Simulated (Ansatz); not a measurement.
Input and command of a plane-wave DFT calculation in Ansatz:

```yaml
crystal:
  lattice:
    - [-1.9514913738, 1.9514913738, 1.9514913738]
    - [1.9514913738, -1.9514913738, 1.9514913738]
    - [1.9514913738, 1.9514913738, -1.9514913738]
  atoms:
    - { symbol: Sn, position: [0.0, 0.0, 0.0] }
basis:
  ecutwfc: 420
kpoints:
  mp_grid: { grid: [18, 18, 18] }
hamiltonian:
  xc: pbesol
scf:
  occupations: { method: gaussian, width: 0.15 }
output:
  forces: true
  stress: true
  eigenvalues: true
```

```bash
ansatz run input.yaml --threads 1 --pin off --max-ram 2560MiB --backend cpu --events-out ev --progress --plain --runs-dir out
```

Processor: Intel(R) Xeon(R) Processor @ 2.50GHz (Skylake/Cascade Lake), 1 thread, on a host shared with other jobs.

**Question.** Estimate time, memory and problem size.

**Answer.** About 6.7 s on 1 thread of Intel(R) Xeon(R) Processor @ 2.50GHz (Skylake/Cascade Lake) (shared host), peak memory 0.36 GiB. It solves 11 bands at 195 k points (the mesh reduced by symmetry) with about 603 plane waves, in 6 SCF iterations.
